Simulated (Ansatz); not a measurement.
# Pb: frozen-core PAW against all-electron methods

```
Pb
1.0
     3.48000   -0.03480   -0.03480
    -1.77014    3.03117   -0.01274
    -0.05590   -0.05590    5.59000
Pb
2
Direct
  0.33333 0.66667 0.25000
  0.66667 0.33333 0.75000
```

Atom numbers follow the list: Pb1, Pb2.

The cell is COD entry 1537623, as deposited and not checked against the literature; nothing was relaxed. The listed cell was then made from it by scaling, straining or moving an atom.

Spin–orbit coupling is left out, though it moves levels of the heavy atoms by tenths of an eV or more.

All numbers are computed: DFT, PBEsol, PAW with Ansatz's default frozen-core files, scalar-relativistic (Ansatz 0.2.0); DFT, PBEsol, all-electron LAPW, scalar-relativistic (Ansatz 0.2.0).

For PAW: a Γ-centred 12×12×7 k mesh, Fermi–Dirac smearing of 0.05 eV, cutoff 420 eV, no spin polarisation; the PAW files were made with PBE, and the program remakes their frozen cores for this functional. LAPW targets a basis error of 0.5 meV/atom. The Ansatz runs share mesh, smearing and spin set-up. Plane-wave (PAW) pressures include the program's estimate of the Pulay term.

Stress and pressure are positive in compression.

The change that made this cell: equal xy, yz and zx engineering shear strains of -2 %.

PAW results:

| quantity | PAW |
| --- | --- |
| pressure (GPa) | 0.97 |
| stress xx (GPa) | 0.80 |
| stress yy (GPa) | 0.87 |
| stress zz (GPa) | 1.23 |
| stress yz (GPa) | 0.27 |
| stress xz (GPa) | 0.26 |
| stress xy (GPa) | 0.21 |

Q: What does all-electron LAPW give for the same quantities?

A: 
| quantity | LAPW |
| --- | --- |
| pressure (GPa) | 0.98 |
| stress xx (GPa) | 0.81 |
| stress yy (GPa) | 0.88 |
| stress zz (GPa) | 1.23 |
| stress yz (GPa) | 0.27 |
| stress xz (GPa) | 0.26 |
| stress xy (GPa) | 0.21 |
